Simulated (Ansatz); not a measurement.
**Run on GdIn (P4/mmm) — spin–orbit coupling, moments along [001]**

These are results of DFT, LDA, all-electron LAPW, Dirac equation with spin-orbit coupling (Ansatz 0.2.0), not measurements.

Command: `ansatz run input.yaml --threads 4 --pin off --max-ram 8192MiB --backend cpu --events-out ev --progress --plain --runs-dir out`

The folder start holds the state saved by an earlier run of the same cell, from which the iterations begin.

```yaml
crystal:
  lattice:
    - [3.83, 0.0, 0.0]
    - [0.0, 3.83, 0.0]
    - [0.0, 0.0, 3.64]
  atoms:
    - { symbol: Gd, position: [0.0, 0.0, 0.0], spin: 7.0, spin_axis: [0.0, 0.0, 1.0] }
    - { symbol: In, position: [0.5, 0.5, 0.5] }
magnetization:
  noncollinear: true
  spin_orbit: true
kpoints:
  mp_grid: { grid: [6, 6, 6] }
scf:
  occupations: { method: fermi_dirac, width: 0.025 }
  convergence: { dr2_threshold: 1.0e-08 }
  max_iter: 60
hamiltonian:
  xc: lda
  pseudopotentials: { kind: all_electron, lapw: { basis_error: 0.00025 } }
output:
  eigenvalues: false
  hubbard: { sites: [{ species: Gd, l: f }] }
checkpoint:
  write: state
  compress: false
  write_every: 100000
  read: start
```

Log:

```
Warning: checkpoint.read: spin treatment differs: saved collinear, current noncollinear; the saved charge density seeds this run and the saved magnetisation is carried along the axis that this deck's starting moments share; the saved density holds an absolute magnetisation of 7.5e0 μB; saved orbitals and DFT+U occupations are not carried
settings of this run that can trade accuracy for cost: output.eigenvalues: false. Do not mix this run's numbers with those of runs without the same settings; the input reference describes each key
Gd: projections on atomic orbitals take those of the free atom 1s2 2s2 2p6 3s2 3p6 3d10 4s2 4p6 4d10 4f7 5s2 5p6 5d1 6s2, of charge +0.00 (hamiltonian.pseudopotentials.projection_atoms)
In: projections on atomic orbitals take those of the free atom 1s2 2s2 2p6 3s2 3p6 3d10 4s2 4p6 4d10 5s2 5p1, of charge +0.00 (hamiltonian.pseudopotentials.projection_atoms)
LAPW: plane waves up to 7.553 Å⁻¹, error target 2.5e-4 eV per atom; Dirac's equation on spinors; In in spheres of 1.599 Å, 21 of its electrons in bands; Gd in spheres of 1.664 Å, 34 of its electrons in bands (how accurate: hamiltonian.pseudopotentials.lapw.basis_error, Limitations)
band count auto-derived: 68 (N_el = 55.0; filled up to band 55; 66 by the electrons, moments and atoms)
Engine: ansatz 0.2.0
Pseudopotentials: kind: all_electron
Pseudopotential: Gd, LAPW, valence charge 34, lapw/all_electron/dirac/gaussian/Gd, Dirac's equation, gaussian nucleus
Pseudopotential: In, LAPW, valence charge 21, lapw/all_electron/dirac/gaussian/In, Dirac's equation, gaussian nucleus
Functional definition: SPW92
  exchange = slater_x
  correlation = pw_c
Crystal: 2 atoms, lattice volume = 53.395 Å³
Basis set: ecut = 217.33080511156845 eV, 397 PW (Γ), exchange–correlation at level 2
Bands: 68, of which v1, the nominal top of the filled ones, is band 55 counted from 1 (54 counted from 0)
Symmetry: 8 space group operations + 8 with time reversal
Magnetic group: BNS 123.345 (UNI 1005), of the structure as read, at distance tolerance 3.8e-5 Å
k-points: 40 of 216 (time reversal used)
Non-local potential: Gd, projectors of the file, none
Non-local potential: In, projectors of the file, none
Initial density: read from a saved state, or passed on in memory by an earlier SCF of this step, an earlier step, the calling program or the single point that the run made first
Starting moments: Σ|m| = 7 μB on 1 of 2 sites; this step starts from the density that it was given
Initial wavefunctions: plane waves of lowest kinetic energy (no species holds an atomic orbital)
Functional: x = slater, c = lda
[...]
Absolute magnetization: 7.0970 μB (∫|m|)
  site 0: m = (+0.0000, +0.0000, +6.9789) μB, |m| = 6.9789 μB  (R = 1.66 Å)
  site 1: m = (+0.0000, +0.0000, -0.0360) μB, |m| = 0.0360 μB  (R = 1.60 Å)
Free energy (F): -466682.320824 eV
Harris-Foulkes:  -466682.320824 eV  (|F-HF|=5.88e-9)
Internal energy: -466682.318164 eV  (E = F + TS)
E sigma→0 (E₀):  -466682.319494 eV
Entropy (-TS):   -0.002660 eV (-1.330 meV/atom)
Fermi energy:    15.365449 eV
--- Per-component energies (eV) ---
  E_band       = -3245.749842
  E_kinetic    = 502358.117398
  E_xc         = -10820.290427
  E_electrostatic = -958220.145135  (all electrons and nuclei)
  E_smearing   = -0.002660  (= −TS)
  E_closure    = 0.000000  (closes the sum)
  E_atoms      = -466663.521883  (free atoms, spherical and without spin; not in F)
  Σ components = -466682.320824   (vs F -466682.320824, Δ=0.00e0)
  Basis errors (estimates in eV, not in F): energy 6.4e-5 per atom: plane waves 5.4e-5 (2.8e-5 summed), levels above the bands 3.7e-47, relativity 2.4e-9, radial functions 1.1e-5, core shells 3.4e-8; eigenvalues (radial functions only) 3.5e-7; not estimated: angular momenta, meshes, grids; target (lapw.basis_error) 2.5e-4; muffin-tin radii In 1.599 Å, Gd 1.664 Å
--- Occupation matrices: 1 shell (Löwdin-built; ε = 2.00e-2, provisional) ---
  Gd0 f_4F: site group D4h (4/mmm)
  Gd0 f_4F spinor Tr n = 7.1734  λ = 0.007 0.007 0.011 0.025 0.029 0.038 0.067 0.997 0.998 0.998 0.998 0.999 1.000 1.000  [6× z3 0.17 (T1u 0.50) E1/2u(0.50) | xyz 0.75 (A2u 0.75) E3/2u(1.00) | 7× x(x2-3y2) 0.14 (T1u 0.43) E3/2u(0.57)]
  Tr n, λ and their labels are of the run-group-symmetrised matrices; stabiliser: 16 of 32 elements of G0×{1,Θ} (closed), max defect 3.7e-15 at τ = 4.2e-3
settings of this run that can trade accuracy for cost: output.eigenvalues: false. Do not mix this run's numbers with those of runs without the same settings; the input reference describes each key
```

Site moments (μB): Gd1 (0.00, 0.00, 6.98); In2 (0.00, 0.00, -0.04). Cell moment 7.01 μB.

Without U a semilocal functional puts the f levels too near the Fermi level, which can change moments and the order of magnetic states; site and cell moments are spin moments. In at least one run the program's final test of stability wasn't made or came to no verdict. With open f shells a run can end in a state that isn't the lowest. These are results for the start and cell typed. The real compound can order otherwise, in a larger cell, or not at all, since semilocal functionals at zero temperature often overstate magnetism.

It took 2.7 min on 4 threads of Arm Neoverse N1 (shared host), peak memory 1 GiB.
